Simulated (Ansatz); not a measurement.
4 guesses for Al3BiO and where they end

Level of theory: DFT PBE, scalar-relativistic, plane waves, PAW in Ansatz. Settings: cutoff 420 eV, Γ-centred meshes spaced at most about 0.3 Å⁻¹, and about 0.25 Å⁻¹ or finer for metals (2π included), Gaussian smearing. No spin polarisation in the final relaxations.

Each guess was relaxed in cell and atoms at zero pressure, within the symmetry of its start. These are static total energies at zero pressure. Coordination counts Al or Bi atoms around O (for each partner element, those within 1.25 times its shortest distance or 1.15 times the sum of covalent radii, where it is the nearest in units of that sum or under 1.3; the shortest distance is added where it is long for a bond).

| guess | made from | start group | V start (Å³/atom) | end group | V end (Å³/atom) | coordination at the end | gap on mesh (eV) | E over the lowest end (meV/atom) |
| --- | --- | --- | --- | --- | --- | --- | --- | --- |
| 1 | CsInBr3 type | P4mm | 18.5 | P4mm | 21.9 | O 4 | 0 | 0 |
| 2 | Pr3AlC type | Pm-3m | 20.0 | ? | ? | ? | ? | ? |
| 3 | random cell | P4/mmm | 18.5 | P4/mmm | 19.5 | O 2 | 0 | 93 |
| 4 | random cell | P6/mmm | 21.1 | P6/mmm | 22.6 | O 2 | 0 | 579 |

Guess 2 as it starts:

```cif
data_structure
_symmetry_space_group_name_H-M 'P 1'
_symmetry_Int_Tables_number 1
_cell_length_a 4.6434
_cell_length_b 4.6434
_cell_length_c 4.6434
_cell_angle_alpha 90.000
_cell_angle_beta 90.000
_cell_angle_gamma 90.000
_cell_volume 100.12
loop_
_atom_site_label
_atom_site_type_symbol
_atom_site_fract_x
_atom_site_fract_y
_atom_site_fract_z
_atom_site_occupancy
Al1 Al 0.50000 0.50000 0.00000 1
Al2 Al 0.50000 0.00000 0.50000 1
Al3 Al 0.00000 0.50000 0.50000 1
Bi1 Bi 0.00000 0.00000 0.00000 1
O1 O 0.50000 0.50000 0.50000 1
```

Question: Fill in the missing row: what does this guess relax into, and where does it rank?

Answer: It ends in the antiperovskite type, space group Pm-3m (No. 221), with a = 4.506 Å, 18.3 Å³/atom and no gap. It lies 112 meV/atom over the lowest end, above guess 3 and below guess 4. Counting Al or Bi atoms around O, this end has O 6 from 2.3 Å and the lowest (guess 1) has O 4.

```cif
data_structure
_symmetry_space_group_name_H-M 'Pm-3m'
_symmetry_Int_Tables_number 221
_cell_length_a 4.5058
_cell_length_b 4.5058
_cell_length_c 4.5058
_cell_angle_alpha 90.000
_cell_angle_beta 90.000
_cell_angle_gamma 90.000
_cell_volume 91.48
loop_
_atom_site_label
_atom_site_type_symbol
_atom_site_symmetry_multiplicity
_atom_site_Wyckoff_symbol
_atom_site_fract_x
_atom_site_fract_y
_atom_site_fract_z
_atom_site_occupancy
Al1 Al 3 c 0.50000 0.50000 0.00000 1
Bi1 Bi 1 a 0.00000 0.00000 0.00000 1
O1 O 1 b 0.50000 0.50000 0.50000 1
```

The zero of energy is the elements' standard structures at the same level (O₂ as a molecule); no fitted shifts are applied.

Question: Is the lowest end bound against the elements?

Answer: Yes: its formation energy is −0.35 eV/atom. It lies below the elements, which doesn't yet make it stable against other compounds or structures.

Spin–orbit coupling, which can matter for Bi, is left out. Cells relaxed within their symmetry can be saddle points. A lower structure may well exist outside this small set. Some candidate types were left out of the draw beforehand, so a known form may be missing.
